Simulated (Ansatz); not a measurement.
Ansatz input

```yaml
crystal:
  lattice:
    - [-2.1235768607, 2.1235768607, 2.1235768607]
    - [2.1235768607, -2.1235768607, 2.1235768607]
    - [2.1235768607, 2.1235768607, -2.1235768607]
  atoms:
    - { symbol: La, position: [0.0, 0.0, 0.0], spin: 0.333 }
hamiltonian:
  xc: r2scan
  pseudopotentials:
    kind: paw
    azcp:
      La: "pseudopotentials/La.paw.azcp"
basis:
  ecutwfc: 500
  fft_grid_basis: typed
kpoints:
  mp_grid: { grid: [17, 17, 17], shift: [0, 0, 0] }
magnetization:
  spin_polarized: true
scf:
  occupations: { method: fermi_dirac, width: 0.05 }
output:
  stress: true
```

Output

```
Engine: ansatz 0.2.0, aarch64-unknown-linux-gnu
Pseudopotentials: kind: paw
Pseudopotential: La, paw, valence charge 11, recommended cutoff 500 eV (meta_gga) 
Functional definition: r2SCAN
  parameter k0 = 0.174
  parameter k1 = 0.065
  parameter a1 = 4.9479
  exchange = r2scan_x(k0 = k0, k1 = k1, a1 = a1)
  correlation = r2scan_c
Crystal: 1 atoms, lattice volume = 38.306 Å³
Basis set: ecut = 500 eV, 959 PW (Γ), exchange–correlation on 108×108×108 points (64 copies of the dense FFT grid, shifted against one another)
Bands: 10, of which v1, the nominal top of the filled ones, is band 6 counted from 1 (5 counted from 0)
Symmetry: 48 space group operations
Space group: Im-3m (ITA 229), of the structure as read, at distance tolerance 3.4e-5 Å
Magnetic group: BNS 229.140 (UNI 1642), of the structure as read, at distance tolerance 3.4e-5 Å
k-points: 165 of 4913
Non-local potential: La, projectors of the file, l = 0: 3, l = 1: 2, l = 2: 2, l = 3: 3
PAW form: soft (Blöchl's): semilocal exchange-correlation on the pseudo side does not see the compensation charge
PAW frozen core: La, regenerated for the run's functional (the file was generated under x = pbe(κ = 0.804, μ = 0.2195149727645171), c = pbe(β = 0.06672455060314922))
PAW one-centre angular grid: La, 974 points (default); XC on 160 Gauss nodes
Initial density: superposition of atomic densities (chi_scale 0.1, normalization cell)
Starting moments: Σ|m| = 0.333 μB on 1 of 1 site
Initial wavefunctions: pseudopotential atomic-orbital guess
Functional: x = r2scan, c = r2scan; τ floored in thin density (d = 2e-4 eV/Å³)
iter 1 solved again at ethr=2.68e-3 eV; its pass at ethr=3.10e-3 eV (dr2=2.95e-1 eV) is discarded
SCF iter   1: F=—  HF=-6264.504021 eV  |F-HF|=—  |Δ(HF+E_count)|=         —  Δρ=1.95e-2 (↑1.95e-2 ↓7.07e-3)  dr2=3.16e-1  dr2_τ=6.58e-4  dr2_m=1.65e-2  M=0.256 μB ∫|m|=0.256 μB  β_m=1.00  ethr=2.68e-3  ⟨swp⟩=1.4  Hψ=23016  notcnv=0
Mixer restart at iter 1: flushing history
spin=Collinear: Kerker preconditioning applied to the charge; magnetization (m = ρ↑ − ρ↓) channel mixes plain (no charge-response kernel on spin).
SCF iter   2: F=—  HF=-6264.547676 eV  |F-HF|=—  |Δ(HF+E_count)|=   4.37e-2  Δρ=9.73e-3 (↑9.73e-3 ↓9.09e-3)  dr2=1.55e-1  dr2_τ=8.47e-4  dr2_m=2.75e-4  M=0.302 μB ∫|m|=0.302 μB  β_m=0.30  ethr=2.68e-3  ⟨swp⟩=2.9  Hψ=5851  notcnv=0  κ⁻¹=1.0e0(r=1)
SCF iter   3: F=—  HF=-6264.549041 eV  |F-HF|=—  |Δ(HF+E_count)|=         —  Δρ=9.76e-3 (↑4.38e-3 ↓9.76e-3)  dr2=2.29e-2  dr2_τ=5.46e-4  dr2_m=1.61e-2  M=0.411 μB ∫|m|=0.412 μB  β_m=0.33  ethr=1.41e-3  ⟨swp⟩=4.1  Hψ=7222  notcnv=0
Mixer restart at iter 3: flushing history
SCF iter   4: F=—  HF=-6264.563776 eV  |F-HF|=—  |Δ(HF+E_count)|=   1.47e-2  Δρ=7.05e-3 (↑3.31e-3 ↓7.05e-3)  dr2=1.26e-2  dr2_τ=2.91e-4  dr2_m=8.55e-3  M=0.436 μB ∫|m|=0.436 μB  β_m=1.00  ethr=2.08e-4  ⟨swp⟩=2.8  Hψ=5367  notcnv=0  κ⁻¹=1.0e0(r=1)
SCF iter   5: F=—  HF=-6264.580983 eV  |F-HF|=—  |Δ(HF+E_count)|=   1.72e-2  Δρ=7.36e-4 (↑5.48e-4 ↓7.36e-4)  dr2=4.40e-4  dr2_τ=3.16e-6  dr2_m=5.37e-5  M=0.528 μB ∫|m|=0.528 μB  β_m=1.00  ethr=1.14e-4  ⟨swp⟩=4.0  Hψ=8227  notcnv=0  defer=1  κ⁻¹=2.7e-3(r=2)
SCF iter   6: F=—  HF=-6264.581270 eV  |F-HF|=—  |Δ(HF+E_count)|=   2.86e-4  Δρ=3.65e-4 (↑3.24e-4 ↓3.65e-4)  dr2=1.71e-4  dr2_τ=7.50e-7  dr2_m=1.23e-6  M=0.549 μB ∫|m|=0.549 μB  β_m=1.00  ethr=4.00e-6  ⟨swp⟩=2.7  Hψ=7036  notcnv=0  defer=2  κ⁻¹=1.3e-3(r=3)
SCF iter   7: F=—  HF=-6264.581119 eV  |F-HF|=—  |Δ(HF+E_count)|=   1.50e-4  Δρ=2.46e-4 (↑2.46e-4 ↓2.00e-4)  dr2=3.28e-5  dr2_τ=5.07e-7  dr2_m=9.82e-6  M=0.557 μB ∫|m|=0.557 μB  β_m=1.00  ethr=1.55e-6  ⟨swp⟩=2.2  Hψ=6577  notcnv=0  defer=3  κ⁻¹=2.6e-4(r=4)
SCF iter   8: F=—  HF=-6264.581218 eV  |F-HF|=—  |Δ(HF+E_count)|=   9.90e-5  Δρ=9.91e-5 (↑9.91e-5 ↓7.65e-5)  dr2=5.86e-6  dr2_τ=5.34e-8  dr2_m=1.65e-6  M=0.546 μB ∫|m|=0.546 μB  β_m=1.00  ethr=2.98e-7  ⟨swp⟩=2.2  Hψ=5380  notcnv=0  defer=3  κ⁻¹=9.5e-5(r=5)
SCF iter   9: F=—  HF=-6264.581238 eV  |F-HF|=—  |Δ(HF+E_count)|=   1.95e-5  Δρ=3.22e-5 (↑3.22e-5 ↓2.20e-5)  dr2=4.45e-7  dr2_τ=4.51e-9  dr2_m=4.04e-8  M=0.541 μB ∫|m|=0.541 μB  β_m=1.00  ethr=5.33e-8  ⟨swp⟩=2.0  Hψ=5200  notcnv=0  defer=3  κ⁻¹=8.9e-6(r=6)
SCF iter  10: F=—  HF=-6264.581213 eV  |F-HF|=—  |Δ(HF+E_count)|=   2.46e-5  Δρ=1.65e-5 (↑1.54e-5 ↓1.65e-5)  dr2=1.54e-7  dr2_τ=2.71e-9  dr2_m=2.97e-8  M=0.542 μB ∫|m|=0.542 μB  β_m=1.00  ethr=4.04e-9  ⟨swp⟩=2.0  Hψ=5236  notcnv=0  defer=3  κ⁻¹=9.5e-7(r=7)
SCF iter  11: F=—  HF=-6264.581208 eV  |F-HF|=—  |Δ(HF+E_count)|=   5.53e-6  Δρ=6.87e-6 (↑6.87e-6 ↓6.71e-6)  dr2=1.93e-8  dr2_τ=4.01e-10  dr2_m=1.03e-8  M=0.544 μB ∫|m|=0.544 μB  β_m=1.00  ethr=1.40e-9  ⟨swp⟩=2.3  Hψ=5441  notcnv=0  defer=3  κ⁻¹=4.4e-7(r=8)
SCF iter  12: F=—  HF=-6264.581208 eV  |F-HF|=—  |Δ(HF+E_count)|=   4.77e-7  Δρ=3.07e-6 (↑2.82e-6 ↓3.07e-6)  dr2=4.66e-9  dr2_τ=1.82e-10  dr2_m=6.43e-10  M=0.544 μB ∫|m|=0.544 μB  β_m=1.00  ethr=1.76e-10  ⟨swp⟩=2.1  Hψ=5375  notcnv=0  defer=3  κ⁻¹=2.9e-8(r=8)
SCF iter  13: F=—  HF=-6264.581208 eV  |F-HF|=—  |Δ(HF+E_count)|=   3.47e-7  Δρ=9.03e-7 (↑8.51e-7 ↓9.03e-7)  dr2=2.79e-10  dr2_τ=1.63e-11  dr2_m=1.23e-10  M=0.544 μB ∫|m|=0.544 μB  β_m=1.00  ethr=4.24e-11  ⟨swp⟩=2.1  Hψ=5323  notcnv=0  defer=3  κ⁻¹=5.7e-7(r=8)
SCF iter  14: F=-6264.581208 eV  HF=-6264.581208 eV  |F-HF|=2.01e-9  |Δ(HF+E_count)|=   1.28e-8  Δρ=3.74e-7 (↑3.62e-7 ↓3.74e-7)  dr2=5.34e-11  dr2_τ=2.52e-12  dr2_m=9.46e-12  M=0.544 μB ∫|m|=0.544 μB  ethr=2.54e-12  ⟨swp⟩=1.4  Hψ=10212  notcnv=0
SCF 1 converged in 14 iterations: F = -6264.581208 eV  dr2 = 5.34e-11
this state was not tested for a lower state beside it, because the mixer in use, unlike msr1, does not test its closes by its own steps (another_mixer; see scf.mixing.algorithm and scf.lower_state_search)
SCF converged after 14 iterations
Magnetization: 0.5436 μB (5.7718 up, 5.2282 down)
Absolute magnetization: 0.5437 μB (∫|ρ↑−ρ↓|, with the PAW one-centre terms)
Spin contamination: 0.0022 ħ² per cell (⟨S²⟩ above its minimum at these occupations)
Per-site moments (μB) at R_I (Å): [(0.33305593542572, 1.5172339943103816)]
Free energy (F): -6264.581208 eV
Harris-Foulkes:  -6264.581208 eV  (|F-HF|=2.01e-9)
Internal energy: -6264.568723 eV  (E = F + TS)
E sigma→0 (E₀):  -6264.574965 eV
Entropy (-TS):   -0.012485 eV (-12.485 meV/atom)
Fermi energy:    10.767464 eV
--- Per-component energies (eV) ---
  E_band       = -55.898418
  E_kinetic    = 192.340472
  E_local      = -342.031404  (includes V_loc(G=0)·N_el)
  E_nonlocal   = 92.834370
  E_hartree    = 107.220045
  E_xc         = -131.709572
  E_vxc        = -160.071603  (∫ρ·V_xc dr)
  E_paw        = -5436.809542  (= ΣΔE_a)
  E_vpaw       = -61.778019  (= ΣTr[D̂ρ^β])
  E_aug_tail   = 0.000000  (compensation charges beyond the density's cutoff)
  E_vtau       = 8.367803  (kinetic-family band-sum trace: ∫τ·v_τ [+ j·A + Jᵃ·Aᵃ] dr)
  E_ewald      = -746.481605
  E_core_change = 0.068512  (= ΣΔE_core)
  E_smearing   = -0.012485  (= −TS)
  E_closure    = 0.000000  (closes the sum)
  Σ components = -6264.581208   (vs F -6264.581208, Δ=0.00e0)
--- Stress (GPa, compression-positive) ---
       -0.013949      -0.000000       0.000000
       -0.000000      -0.013949      -0.000000
        0.000000       0.000000      -0.013949
  P = ⅓ Tr σ = -0.0139 GPa (-0.139 kbar)
```
